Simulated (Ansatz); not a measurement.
One crystal and one scan (scan of one atom of the cell) at two levels, PBE (plane waves to 420 eV, PAW, scalar-relativistic; Ansatz, a program for electronic structure) and r2SCAN (plane waves to 500 eV, PAW, scalar-relativistic; Ansatz), each from its own relaxed cell and on its own mesh. The cell shown is that of PBE.

SiO$_{2}$ (rutile)

```
CELL_PARAMETERS angstrom
      4.23588     0.00000     0.00000
      0.00000     4.23588     0.00000
      0.00000     0.00000     2.68991
ATOMIC_POSITIONS crystal
  Si 0.50000 0.50000 0.50000
  Si 0.00000 0.00000 0.00000
  O  0.80699 0.80699 0.50000
  O  0.30699 0.69301 0.00000
  O  0.69301 0.30699 0.00000
  O  0.19301 0.19301 0.50000
```

Scan: atom 5 (O, nearest neighbour Si at 1.774 Å; its periodic images, 2.7 Å or more away, move with it) is displaced along Cartesian [110], direction (0.707, 0.707, 0.000) in Cartesian axes, by s. The other atoms stay.

The energy includes the smearing's −TS. SiO2 was relaxed with its symmetry unable to fall. The PAW data are Ansatz's earlier set. Both scans cover s from -0.350 to 0.350 Å.

ΔE (meV/cell), each from the undisplaced structure of its own level:

| s (Å) | PBE | r2SCAN |
|---|---|---|
| -0.350 | 704 | withheld |
| -0.280 | 447 | 508 |
| -0.210 | 249 | 283 |
| -0.140 | 110 | 125 |
| -0.070 | 27 | 31 |
| 0.000 | 0 | 0 |
| 0.070 | 27 | 31 |
| 0.140 | 110 | 125 |
| 0.210 | 249 | 283 |
| 0.280 | 447 | 508 |
| 0.350 | 704 | withheld |

Estimate the r2SCAN value at 0.350 from the PBE value there and the ratio of the two levels in the two nearest given rows on that side of the minimum.

At 0.280 and 0.210 the ratio r2SCAN/PBE averages 1.137, which gives 1.137 × 704 = 800 meV/cell. The calculation gives 800 meV/cell, +13.6 % against PBE.

(For displaced atoms, the force is minus the slope of the energy, and its curvature is a force constant, which sets phonon frequencies.)
